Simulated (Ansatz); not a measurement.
Question: Name crystals whose computed values (DFT-r²SCAN in the program Ansatz with PAW potentials) fall in these windows: electron conductivity mass (mₑ) 0.60 to 0.72; gap (eV) 0.42 to 0.56.

Answer: 

```tsv
crystal	electron conductivity mass (mₑ)	gap (eV)
Sb2Os, Pnnm (Sb on 4g, Os on 2a)	0.66	0.50
```
Others may fit too.

Standing as an ambient phase not checked: Sb2Os, Pnnm (Sb on 4g, Os on 2a). The cell was relaxed under the symmetry of its start. Rows with no word on spin ran without spin polarisation. Scalar-relativistic: spin–orbit coupling is off unless named, which matters more the heavier the elements.

Potentials: the later of the program's two PAW sets.
